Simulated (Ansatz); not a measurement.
Total density of states per atom from DFT-PBE in the program Ansatz with PAW potentials, in 0.25 eV bins, energy from the valence-band maximum:

(E (eV), states/eV/atom): (-6.82, 0.00); (-6.57, 0.17); (-6.32, 0.36); (-6.07, 0.59); (-5.82, 0.65); (-5.57, 0.68); (-5.32, 0.66); (-5.07, 0.76); (-4.82, 0.68); (-4.57, 0.73); (-4.32, 0.70); (-4.07, 0.70); (-3.82, 0.72); (-3.57, 0.57); (-3.32, 0.68); (-3.07, 0.77); (-2.82, 0.89); (-2.57, 1.05); (-2.32, 1.04); (-2.07, 1.03); (-1.82, 0.79); (-1.57, 0.31); (-1.32, 0.27); (-1.07, 0.00); (-0.82, 0.12); (-0.57, 0.14); (-0.32, 0.00); (-0.07, 0.27); (0.18, 0.00); (0.43, 0.00); (0.68, 0.13); (0.93, 0.00); (1.18, 0.00); (1.43, 0.16); (1.68, 0.28); (1.93, 0.49); (2.18, 0.58); (2.43, 0.59); (2.68, 0.66); (2.93, 0.83); (3.18, 0.76); (3.43, 0.49); (3.68, 0.23); (3.93, 0.00); (4.18, 0.00); (4.43, 0.00); (4.68, 0.00); (4.93, 0.52); (5.18, 0.04); (5.43, 0.14)

Which of these materials gives this?
(A) GaCo, CsCl type
(B) SrTiO3, cubic perovskite
(C) CoLi5Nb5O18Ti, P3 (Pearson symbol hP30)
(D) IrO2, P6_3/mmc (Ir on 2c, O on 4f)

C, CoLi5Nb5O18Ti, P3 (Pearson symbol hP30). Top 1 eV of the valence band: Co 3d 66 %, O 2p 27 %. Bottom 1 eV of the conduction band: Co 3d 56 %, Nb 4d 32 %, O 2p 9 %. Projections are on Löwdin-orthogonalised atomic valence shells; empty p or d shells of many metals are not among them.

The start of the workflow was typed in or built on a structure type; neither database checked (COD, Materials Project) lists it. Whether it is the stable phase at ambient conditions was not checked. Symmetry was held in the PBE relaxation; its stability against distortions is not shown here. Spin order of the final state: ferromagnetic, the only order run, not a proven ground state. No Hubbard U is applied. Scalar-relativistic: spin–orbit coupling is off unless named, which matters more the heavier the elements.

Potentials: the later of the program's two PAW sets.
